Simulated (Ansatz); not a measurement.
ZrN:
```cif
data_N2Zr2
_chemical_formula_sum 'Zr2 N2'
_space_group_name_H-M_alt 'P63/mmc'
_space_group_IT_number 194
_space_group_name_Hall '-P 6c 2c'
_cell_length_a 3.16345
_cell_length_b 3.16345
_cell_length_c 5.43907
_cell_angle_alpha 90.000
_cell_angle_beta 90.000
_cell_angle_gamma 120.000
loop_
_atom_site_label
_atom_site_type_symbol
_atom_site_symmetry_multiplicity
_atom_site_Wyckoff_symbol
_atom_site_fract_x
_atom_site_fract_y
_atom_site_fract_z
_atom_site_occupancy
Zr1 Zr 2 c 0.33333 0.66667 0.25000 1
N1 N 2 a 0.00000 0.00000 0.00000 1
```

Relaxed at zero pressure with plane-wave PAW PBEsol (Ansatz code).

The volume is raised by 9 % and shape and atoms relax at that volume. What pressure results, and how do the axes share the change?

-19.0 GPa; a 3.0 %, b 3.0 %, c 2.8 %; the energy rises by 68 meV/atom.

Give the new structure.


Space group P6₃/mmc (No. 194); a = 3.2568 Å, b = 3.2568 Å, c = 5.5936 Å, α = 90.00°, β = 90.00°, γ = 120.00°

```json
[
 {"atom": "Zr", "site": "2c", "symmetry": "-6m2", "x": "0.3333", "y": "0.6667", "z": "0.2500"},
 {"atom": "N", "site": "2a", "symmetry": "-3m.", "x": "0.0000", "y": "0.0000", "z": "0.0000"}
]
```

The phase is kept; no other phase was compared at this pressure.

Space group P6_3/mmc (NiAs type). The first step of the workflow began from a Materials Project structure, measured or hypothetical; the Crystallography Open Database copy checked does not list it. It is not the phase usual at ambient conditions (space group No. 225). Symmetry was held in the PBEsol relaxation; of distortions, only those at the zone centre were tested. The run is not spin-polarised.

Potentials: the later of the program's two PAW sets.
